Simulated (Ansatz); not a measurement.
Total density of states per atom from DFT-r²SCAN in the program Ansatz with PAW potentials, in 0.25 eV bins, energy from the valence-band maximum:

(E (eV), states/eV/atom): (-7.86, 0.14); (-7.61, 0.15); (-7.36, 0.16); (-7.11, 0.08); (-6.86, 0.03); (-6.61, 0.01); (-6.36, 0.17); (-6.11, 0.50); (-5.86, 0.42); (-5.61, 0.47); (-5.36, 0.46); (-5.11, 0.54); (-4.86, 0.55); (-4.61, 0.45); (-4.36, 0.54); (-4.11, 0.44); (-3.86, 0.48); (-3.61, 0.66); (-3.36, 0.69); (-3.11, 0.69); (-2.86, 0.66); (-2.61, 0.73); (-2.36, 0.80); (-2.11, 0.89); (-1.86, 0.87); (-1.61, 0.97); (-1.36, 0.87); (-1.11, 0.67); (-0.86, 0.56); (-0.61, 0.56); (-0.36, 0.40); (-0.11, 0.30); (0.14, 0.00); (0.39, 0.00); (0.64, 0.00); (0.89, 0.00); (1.14, 0.00); (1.39, 0.00); (1.64, 0.00); (1.89, 0.00); (2.14, 0.00); (2.39, 0.00); (2.64, 0.00); (2.89, 0.01); (3.14, 0.03); (3.39, 0.13); (3.64, 0.25); (3.89, 0.28); (4.14, 0.42); (4.39, 0.44); (4.64, 0.54); (4.89, 0.54); (5.14, 0.51); (5.39, 0.35); (5.64, 0.35); (5.89, 0.37); (6.14, 0.39); (6.39, 0.32); (6.64, 0.35); (6.89, 0.12); (7.14, 0.20); (7.39, 0.24); (7.64, 0.25)

### Question
Which compound is it?
A) TaSb3O8, Pc (Pearson symbol mP24)
B) TbO2, fluorite
C) HfO2, P2_1/c (Hf on 4e, O on 4e, O on 4e)
D) Ba4P2O, Cmce (Ba on 8f, Ba on 8e, P on 8f, O on 4a)

### Answer
A, TaSb3O8, Pc (Pearson symbol mP24). Top 1 eV of the valence band: O 2p 73 %, Sb 5s 15 %, Sb 5p 9 %. Bottom 1 eV of the conduction band: Ta 5d 38 %, Sb 5p 19 %, Sb 5s 17 %, O 2p 16 %, O 2s 7 %. Projections are on Löwdin-orthogonalised atomic valence shells; empty p or d shells of many metals are not among them.

The workflow started from a Materials Project entry (that database holds measured and hypothetical structures alike); the Crystallography Open Database copy checked does not list it. With Ta and Sb taken as one species the cell has the higher symmetry Pna2_1, so it may be an ordered model of a mixed-site phase. Whether it is the stable phase at ambient conditions was not checked. The cell was relaxed with r²SCAN under the symmetry of its start; whether a distortion lowers the energy is not shown. The run is not spin-polarised. Spin–orbit coupling is left out wherever it is not named.

Potentials: the later of the program's two PAW sets.
